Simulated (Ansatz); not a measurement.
Input:

BiAu2:
Space group Fd-3m, origin choice 1 (No. 227); a = b = c = 7.9445 Å, α = β = γ = 90.00°

```csv
atom,site,symmetry,x,y,z
Bi,8b,-43m,0.5000,0.5000,0.5000
Au,16c,.-3m,0.1250,0.1250,0.1250
```
(The calculation used a cell of 6 atoms; values per cell refer to that cell.)

This is the PBEsol-relaxed structure.

### Question
All from the program Ansatz at the PBEsol level (PAW), unless another level is named. Predict the bulk modulus (Birch–Murnaghan fit).

### Answer
1230 kbar.

### Question
Predict the highest zone-centre frequency.

### Answer
189 cm^-1.

### Question
And the elastic constants (relaxed ions, GPa)?

### Answer
C11 = 154, C12 = 107, C44 = 33.5.

The workflow started from a Materials Project entry (that database holds measured and hypothetical structures alike); the Crystallography Open Database files this formula in space group No. 227, but the cells were not matched. Whether it is the stable phase at ambient conditions was not checked. Symmetry was held in the PBEsol relaxation; of distortions, only those at the zone centre were tested. As this level gives no gap, shear constants depend on the k-mesh and smearing (Fermi–Dirac, 0.1 eV here). As this level gives no gap, phonon frequencies hold no LO–TO term and depend on the k-mesh and smearing (Fermi–Dirac, 0.1 eV here). Scalar-relativistic: spin–orbit coupling is off unless named, which matters more the heavier the elements.

Potentials: the later of the program's two PAW sets.
